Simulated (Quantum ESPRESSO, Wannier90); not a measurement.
**Wannierisation of TlSbTe2 (R-3m)**

```
begin unit_cell_cart
ang
   -2.2326100101    3.8669939709    0.0000000000
   -4.4652200201    0.0000000000    0.0000000000
   -2.2326100101    1.2889979903    7.9094330000
end unit_cell_cart
begin atoms_frac
Tl   0.0000000000  0.0000000000  0.0000000000
Sb   0.5000000000  0.5000000000  0.5000000000
Te  -0.2391930000 -0.2391930000 -0.2824210000
Te   0.2391930000  0.2391930000  0.2824210000
end atoms_frac
```

Structure: Materials Project mp-4573, symmetrised, not relaxed again. COD (Crystallography Open Database) has an entry of this formula and space group (matched by these alone). Method: PBEsol plane waves in Quantum ESPRESSO 7.5 (PseudoDojo norm-conserving files, 64 Ry, spinors with spin-orbit coupling), Bloch states on a 4×4×4 mesh through Γ, Wannier90 4.0.1. Density: 8×8×8 mesh, cold smearing 0.01 Ry. With spin-orbit coupling a semilocal functional can close or falsely invert a small gap; the band order was not checked against a better method. The gap is small at this level and was sampled on the meshes and a path alone.

A tight-binding model is made by disentanglement and projection with no localisation steps (num_iter = 0), so the 28 orbitals stay atom-like: hydrogen-like Tl: s;p; Sb: s;p; Te: p, axes along x, y, z; frozen window up to 1.63 eV relative to the valence-band maximum. It follows pw.x to 27 meV rms for states up to 1.1 eV relative to the valence-band maximum. Matrix elements depend on this choice of orbitals and windows.

Problem. What are the on-site energies relative to the valence-band maximum, and how fast do the hoppings decay?

Solution. 
```tsv
atom	orbitals	energy (eV)
Tl1	s↑ s↓	-4.65
Tl1	pz↑ pz↓	2.86
Tl1	px↑ px↓ py↑ py↓	2.55
Sb2	s↑ s↓	-7.47
Sb2	pz↑ pz↓	0.00
Sb2	px↑ px↓ py↑ py↓	0.08
Te3	pz↑ pz↓	-0.91
Te3	px↑ px↓ py↑ py↓	-0.93
Te4	pz↑ pz↓	-0.91
Te4	px↑ px↓ py↑ py↓	-0.93
```

| distance of the centres (Å) | largest modulus (eV) |
|---|---|
| 3–4 | 1.3 |
| 4–5 | 0.48 |
| 5–6 | 0.087 |
| 6–7 | 0.22 |

Effective spin-orbit constants λ of λ L·S, from the same-site elements px↑–py↑ (λ/2) and dx2-y2↑–dxy↑ (λ), where they are among the larger elements: Tl1 p 0.84 eV, Te3 p 0.54 eV, Te4 p 0.54 eV, Sb2 p 0.46 eV.
